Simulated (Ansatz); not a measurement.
The start is a generated cell, Cs built in the bcc structure type. The cell and all atomic positions are relaxed at zero pressure with r2SCAN (plane waves to 500 eV, PAW, scalar-relativistic; Ansatz, a first-principles code). The first steps use a coarse 8×8×8 k-mesh.

The start:
```
CELL_PARAMETERS angstrom
     -3.02500     3.02500     3.02500
      3.02500    -3.02500     3.02500
      3.02500     3.02500    -3.02500
ATOMIC_POSITIONS crystal
  Cs 0.00000 0.00000 0.00000
```

Question: By how much does the energy per atom fall from start to end?

Answer: 0.01 eV/atom.

Question: How does the volume change?

Answer: +11.6 %, from 110.72 to 123.52 Å³/atom.

Question: Give the final cell and atomic positions.

Answer: 
```cif
data_Cs2
_chemical_formula_sum 'Cs2'
_space_group_name_H-M_alt 'Im-3m'
_space_group_IT_number 229
_space_group_name_Hall '-I 4 2 3'
_cell_length_a 6.27460
_cell_length_b 6.27460
_cell_length_c 6.27460
_cell_angle_alpha 90.000
_cell_angle_beta 90.000
_cell_angle_gamma 90.000
loop_
_atom_site_label
_atom_site_type_symbol
_atom_site_symmetry_multiplicity
_atom_site_Wyckoff_symbol
_atom_site_fract_x
_atom_site_fract_y
_atom_site_fract_z
_atom_site_occupancy
Cs1 Cs 2 a 0.00000 0.00000 0.00000 1
```
(The calculation used a cell of 1 atom; values per cell refer to that cell.)

The space group stays Im-3m (No. 229) (the run could not lower it); the end is bcc (W type), with 1 atom in the primitive cell. Final values are on a 11×11×11 k-mesh of the relaxed cell. No spin polarisation in the result.

The run could not lose the symmetry of its start.
